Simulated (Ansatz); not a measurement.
ZnGeO₃:
```xyz
10
Lattice="2.4831 1.4336 4.6174 -2.4831 1.4336 4.6174 0.0000 -2.8672 4.6174" Properties=species:S:1:pos:R:3 pbc="T T T"
Zn     0.0000     0.0000     5.0900
Zn     0.0000     0.0000     8.7622
Ge     0.0000     0.0000     2.1657
Ge     0.0000     0.0000    11.6865
O      1.8327    -0.0645     5.8697
O     -1.8327     0.0645     7.9825
O     -0.9722    -1.5549     5.8697
O      0.9722     1.5549     7.9825
O     -0.8605     1.6194     5.8697
O      0.8605    -1.6194     7.9825
```

Relaxed with r²SCAN.

Give the Bader charges and basin volumes of the independent atoms, the program Ansatz at the r²SCAN level (PAW).



| atom | Bader charge (e) | Bader volume (Å³) |
|---|---|---|
| Zn1 | +1.39 | 9.0 |
| Ge3 | +2.52 | 6.1 |
| O5 | -1.30 | 11.4 |

Space group R-3. The workflow started from a Materials Project entry (that database holds measured and hypothetical structures alike); the Crystallography Open Database copy checked does not list it. Its standing as an ambient phase is unchecked. Symmetry was held in the r²SCAN relaxation; whether a distortion lowers the energy is not shown.

Potentials: the later of the program's two PAW sets.
